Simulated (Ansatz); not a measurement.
A crystal relaxed with r2SCAN in Ansatz has space group P-43m (No. 215) and a = 5.779 Å.

```
atom  site       x       y       z
  Xx    3d  0.5000  0.0000  0.0000
  As    4e  0.7595  0.2405  0.2405
  In    1b  0.5000  0.5000  0.5000
```

With r2SCAN the gap is 0.56 eV and direct, at Γ. With HSE06 the gap is 0.92 eV and direct, at Γ. Meshes: r2SCAN 4×4×4, HSE06 4×4×4.

**Question.** Which element is Xx?
A. Ga
B. Al
C. B
D. Tl

**Answer.** A. Xx is Ga: InGa3As4, ordered on the zincblende lattice (P-43m) with 8 atoms a cell. Ga is surrounded by 4 As at 2.47 Å; As is surrounded by 3 Ga at 2.47 Å and 1 In at 2.60 Å; In is surrounded by 4 As at 2.60 Å.

(Calculated; spin-unpolarised; the phase may be known or hypothetical.)

Spin-orbit coupling is left out, which matters wherever the heavy atoms make up the band edges.

The meshes of the hybrids are coarse, so their gaps aren't converged to the digits shown.
